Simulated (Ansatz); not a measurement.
Several occupations of a wurtzite lattice at one composition, 1 Cd, 1 Zn, 1 Mg, 5 Be; 8 Te. Sites, in fractions of the cell 0.000 0.000 -6.584; 4.064 7.039 0.000; 4.064 -7.039 0.000 Å:

| cell | sites |
| --- | --- |
| all | Be (0.00 0.17 0.33), Be (0.00 0.67 0.83), Te (0.12 0.33 0.17), Te (0.12 0.33 0.67), Te (0.12 0.83 0.17), Te (0.12 0.83 0.67), Te (0.62 0.17 0.33), Te (0.62 0.17 0.83), Te (0.62 0.67 0.33), Te (0.62 0.67 0.83) |
| 1 | Be (0.00 0.17 0.83), Be (0.00 0.67 0.33), Be (0.50 0.83 0.17), Cd (0.50 0.33 0.17), Mg (0.50 0.83 0.67), Zn (0.50 0.33 0.67) |
| 2 | Be (0.00 0.17 0.83), Be (0.00 0.67 0.33), Be (0.50 0.33 0.67), Cd (0.50 0.33 0.17), Mg (0.50 0.83 0.67), Zn (0.50 0.83 0.17) |
| 3 | Be (0.50 0.33 0.17), Be (0.50 0.33 0.67), Be (0.50 0.83 0.67), Cd (0.00 0.67 0.33), Mg (0.00 0.17 0.83), Zn (0.50 0.83 0.17) |

Each was relaxed without symmetry on coarser meshes and computed once more. Level of theory: DFT PBEsol, scalar-relativistic, plane waves, PAW in Ansatz 0.2.0.

Settings: cutoff 420 eV, Γ-centred mesh 4×3×3 on the computed 16-atom cell, Gaussian smearing of 0.02 eV; no spin polarisation.

Warren–Cowley parameters of the first shell of the sublattice with most elements (negative: unlike neighbours preferred):
```json
{"cell": "1", "Be-Cd": "-0.07", "Be-Mg": "-0.07", "Be-Zn": "-0.07", "Cd-Mg": "-0.33", "Cd-Zn": "-0.33", "Mg-Zn": "-0.33"}
{"cell": "2", "Be-Cd": "-0.07", "Be-Mg": "-0.07", "Be-Zn": "-0.07", "Cd-Mg": "-0.33", "Cd-Zn": "-0.33", "Mg-Zn": "-0.33"}
{"cell": "3", "Be-Cd": "-0.07", "Be-Mg": "-0.33", "Be-Zn": "-0.33", "Cd-Mg": "-0.33", "Cd-Zn": "-0.33", "Mg-Zn": "1.00"}
```

Forces of up to 0.04 eV/Å remain on the final mesh.

Task: Which occupation is lowest in energy, and by how much?

Result: Cell 3.
| cell | E − E(lowest) (meV/atom) | V (Å³/atom) | gap on mesh (eV) |
| --- | --- | --- | --- |
| 3 | 0.0 | 25.41 | 1.60 |
| 1 | 13.7 | 25.46 | 1.69 |
| 2 | 14.3 | 25.39 | 1.68 |

The final mesh leaves forces up to 0.04 eV/Å and stresses up to 0.6 GPa: the relaxation ran on a coarser mesh, so the cell's shape, its bonds and its energy belong partly to that mesh.

Spin-orbit coupling is left out, which matters for the bands of heavy elements. The gap is read on a mesh, which can miss the band edges, so it can be too wide.

Cost: 6 runs of about 7.9 core-minutes in all (earlier runs that led there not counted), on Intel Xeon 6975P-C (Granite Rapids) (shared hosts).